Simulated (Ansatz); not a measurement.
The relaxed structure here is a generated cell of Ga: the first start was made by placing the elements on the sites of a structure type, and the end was not matched to a known phase here, so it may be hypothetical. Known forms of Ga include space group No. 64.

One stationary structure of Ga. Space group R-3m (No. 166). Level of theory: r2SCAN (plane waves to 500 eV, PAW, scalar-relativistic; Ansatz, a program for electronic structure).

```cif
data_Ga
_chemical_formula_sum 'Ga1'
_space_group_name_H-M_alt 'P 1'
_space_group_IT_number 1
_cell_length_a 2.69986
_cell_length_b 2.69986
_cell_length_c 2.69986
_cell_angle_alpha 77.661
_cell_angle_beta 77.661
_cell_angle_gamma 77.661
loop_
_space_group_symop_operation_xyz
  'x, y, z'
loop_
_atom_site_label
_atom_site_type_symbol
_atom_site_fract_x
_atom_site_fract_y
_atom_site_fract_z
_atom_site_occupancy
Ga1 Ga 0.00000 0.00000 0.00000 1
```

- Volume per atom: 18.49 Å³
- Density: 6.26 g/cm³
- Band gap: zero (metallic)
- Shortest distances: Ga–Ga 2.70 Å
- k-mesh: 18×18×18

No spin polarisation in the result.

The run could not lose the symmetry of its start, so the end can be a saddle point.
